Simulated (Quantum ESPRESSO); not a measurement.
# Si7As: input and log of a self-consistent run

Simulated, not a measurement. The program is pw.x of Quantum ESPRESSO 7.5 (plane-wave density functional theory). The cell is made up: 8 atoms on a zincblende/diamond lattice, with randomly drawn elements, strain and displacements, not relaxed. PseudoDojo standard norm-conserving files (v0.5 for PBE, v0.4.1 for LDA and PBEsol) set the functional; there is no spin polarisation, spin-orbit coupling or dispersion term, and the masses in the input are unused placeholders. A spin-polarised start on this cell or one of its family kept no moment.

Input:

```
&control calculation='scf', pseudo_dir='./dojo.nc.sr.pbe.v0_5.standard.upf', outdir='./o', disk_io='low', tprnfor=.true., tstress=.true. /
&system ibrav=0, nat=8, ntyp=2, nbnd=32, ecutwfc=84.00895049, nosym=.true., tot_charge=0,
 occupations='smearing', smearing='fd', degauss=0.0073498644
/
&electrons conv_thr=7.350e-09, electron_maxstep=60, /
ATOMIC_SPECIES
As 1.0 As.upf
Si 1.0 Si.upf
CELL_PARAMETERS angstrom
5.5296 -0.0983 -0.0057
-0.0983 5.5808 0.0627
-0.0056 0.062 5.6194
ATOMIC_POSITIONS angstrom
Si 0.0564 0.1849 -0.0032
As 0.0627 2.7558 2.7268
Si 2.7742 -0.0266 2.7301
Si 2.7119 2.7487 -0.0559
Si 1.5336 1.3584 1.4464
Si 1.3745 3.9884 4.3568
Si 4.1974 1.4015 4.2045
Si 4.0144 4.171 1.4508
K_POINTS automatic
6 6 6 1 1 1
```

The log is shortened where brackets say so; the opening notice, blank lines, dates and the lines on written files are dropped, and the path of the files is cut. It prints rydbergs, bohrs and kilobars, and counts compression as positive stress.

```
     Program PWSCF v.7.5
     Parallel version (MPI & OpenMP), running on       4 processor cores
     Number of MPI processes:                 4
     Threads/MPI process:                     1
     [start-up lines left out]
     bravais-lattice index     =            0
     lattice parameter (alat)  =      10.4511  a.u.
     unit-cell volume          =    1169.7326 (a.u.)^3
     number of atoms/cell      =            8
     number of atomic types    =            2
     number of electrons       =        43.00
     number of Kohn-Sham states=           32
     kinetic-energy cutoff     =      84.0090  Ry
     charge density cutoff     =     336.0358  Ry
     scf convergence threshold =      7.3E-09
     mixing beta               =       0.7000
     number of iterations used =            8  plain     mixing
     Exchange-correlation= PBE
                           (   1   4   3   4   0   0   0)
     [axes and pseudopotential details left out]
   Cartesian axes
     site n.     atom                  positions (alat units)
         1        Si     tau(   1) = (   0.0101980   0.0334329  -0.0005786  )
         2        As     tau(   2) = (   0.0113372   0.4982934   0.4930497  )
         3        Si     tau(   3) = (   0.5016204  -0.0048097   0.4936464  )
         4        Si     tau(   4) = (   0.4903556   0.4970096  -0.0101076  )
         5        Si     tau(   5) = (   0.2772998   0.2456208   0.2615326  )
         6        Si     tau(   6) = (   0.2485319   0.7211675   0.7877802  )
         7        Si     tau(   7) = (   0.7589581   0.2534140   0.7602419  )
         8        Si     tau(   8) = (   0.7258687   0.7541845   0.2623282  )
     number of k points=   108  Fermi-Dirac smearing, width (Ry)=  0.0073
     Number of k-points >= 100: set verbosity='high' to print them.
     Dense  grid:   121719 G-vectors     FFT dimensions: (  64,  64,  64)
     Estimated max dynamical RAM per process >     346.60 MB
     Estimated total dynamical RAM >       1.27 GB
     Initial potential from superposition of free atoms
     starting charge      42.9955, renormalised to      43.0000
     Starting wfcs are   37 randomized atomic wfcs
     total cpu time spent up to now is        6.8 secs
     per-process dynamical memory:   294.8 Mb
     Self-consistent Calculation
     iteration #  1     ecut=    84.01 Ry     beta= 0.70
     Davidson diagonalization with overlap
     ethr =  1.00E-02,  avg # of iterations =  4.2
     Threshold (ethr) on eigenvalues was too large:
     Diagonalizing with lowered threshold
     Davidson diagonalization with overlap
     ethr =  4.22E-04,  avg # of iterations =  6.2
     total cpu time spent up to now is       43.7 secs
     total energy              =    -271.23056983 Ry
     estimated scf accuracy    <       0.20378608 Ry
     iteration #  2     ecut=    84.01 Ry     beta= 0.70
     Davidson diagonalization with overlap
     ethr =  4.74E-04,  avg # of iterations =  2.1
     total cpu time spent up to now is       57.7 secs
     total energy              =    -271.23504474 Ry
     estimated scf accuracy    <       0.05811214 Ry
     iteration #  3     ecut=    84.01 Ry     beta= 0.70
     Davidson diagonalization with overlap
     ethr =  1.35E-04,  avg # of iterations =  3.5
     total cpu time spent up to now is       74.1 secs
     total energy              =    -271.25061317 Ry
     estimated scf accuracy    <       0.02612715 Ry
     iteration #  4     ecut=    84.01 Ry     beta= 0.70
     Davidson diagonalization with overlap
     ethr =  6.08E-05,  avg # of iterations =  3.0
     total cpu time spent up to now is       88.5 secs
     total energy              =    -271.25540393 Ry
     estimated scf accuracy    <       0.00047233 Ry
     iteration #  5     ecut=    84.01 Ry     beta= 0.70
     Davidson diagonalization with overlap
     c_bands:  1 eigenvalues not converged
     c_bands:  1 eigenvalues not converged
     c_bands:  1 eigenvalues not converged
     c_bands:  1 eigenvalues not converged
     ethr =  1.10E-06,  avg # of iterations = 11.4
     total cpu time spent up to now is      112.5 secs
     total energy              =    -271.25558760 Ry
     estimated scf accuracy    <       0.00026142 Ry
     iteration #  6     ecut=    84.01 Ry     beta= 0.70
     Davidson diagonalization with overlap
     ethr =  6.08E-07,  avg # of iterations =  2.3
     total cpu time spent up to now is      126.1 secs
     total energy              =    -271.25564012 Ry
     estimated scf accuracy    <       0.00001795 Ry
     iteration #  7     ecut=    84.01 Ry     beta= 0.70
     Davidson diagonalization with overlap
     ethr =  4.17E-08,  avg # of iterations =  2.0
     total cpu time spent up to now is      139.6 secs
     total energy              =    -271.25564344 Ry
     estimated scf accuracy    <       0.00000119 Ry
     iteration #  8     ecut=    84.01 Ry     beta= 0.70
     Davidson diagonalization with overlap
     ethr =  2.77E-09,  avg # of iterations =  3.8
     total cpu time spent up to now is      154.7 secs
     total energy              =    -271.25564385 Ry
     estimated scf accuracy    <       0.00000017 Ry
     iteration #  9     ecut=    84.01 Ry     beta= 0.70
     Davidson diagonalization with overlap
     ethr =  3.85E-10,  avg # of iterations =  2.3
     total cpu time spent up to now is      168.4 secs
     total energy              =    -271.25564389 Ry
     estimated scf accuracy    <       0.00000003 Ry
     iteration # 10     ecut=    84.01 Ry     beta= 0.70
     Davidson diagonalization with overlap
     ethr =  7.72E-11,  avg # of iterations =  2.0
     total cpu time spent up to now is      181.6 secs
     End of self-consistent calculation
     Number of k-points >= 100: set verbosity='high' to print the bands.
     the Fermi energy is     6.9179 ev
!    total energy              =    -271.25564389 Ry
     estimated scf accuracy    <          6.2E-09 Ry
     smearing contrib. (-TS)   =      -0.00584793 Ry
     internal energy E=F+TS    =    -271.24979596 Ry
     The total energy is F=E-TS. E is the sum of the following terms:
     one-electron contribution =    -153.39532775 Ry
     hartree contribution      =      94.10380607 Ry
     xc contribution           =     -68.88566548 Ry
     ewald contribution        =    -143.07260881 Ry
     convergence has been achieved in  10 iterations
     Forces acting on atoms (cartesian axes, Ry/au):
     atom    1 type  2   force =     0.00673287   -0.07287908    0.01062111
     atom    2 type  1   force =    -0.01314258    0.02438433    0.00840819
     atom    3 type  2   force =     0.02090975   -0.03637900    0.07133228
     atom    4 type  2   force =     0.08881683   -0.04795705    0.06039460
     atom    5 type  2   force =    -0.02035732   -0.00003865   -0.04559407
     atom    6 type  2   force =    -0.06154140    0.13130993   -0.05875608
     atom    7 type  2   force =    -0.03903343   -0.01707333   -0.00183247
     atom    8 type  2   force =     0.01761527    0.01863286   -0.04457355
     Total force =     0.241723     Total SCF correction =     0.000217
     Computing stress (Cartesian axis) and pressure
          total   stress  (Ry/bohr**3)                   (kbar)     P=      -17.49
  -0.00002272  -0.00017456   0.00018806           -3.34      -25.68       27.67
  -0.00017456  -0.00015450  -0.00018872          -25.68      -22.73      -27.76
   0.00018806  -0.00018872  -0.00017949           27.67      -27.76      -26.40
     init_run     :      6.48s CPU      6.75s WALL (       1 calls)
     electrons    :    174.03s CPU    174.86s WALL (       1 calls)
     forces       :      2.39s CPU      2.43s WALL (       1 calls)
     stress       :      8.89s CPU      9.26s WALL (       1 calls)
     [timing details left out]
     PWSCF        :   3m11.88s CPU   3m13.50s WALL
     JOB DONE.
```

In other units: free energy -3690.621 eV for the cell, pressure -1.75 GPa, largest force component 3.376 eV/Å. A rerun of the same cell at another strain at 1437 eV and a 8 x 8 x 8 mesh moved values by no more than 0.006 eV in energy, 0.03 GPa in stress and 0.006 eV/Å in force.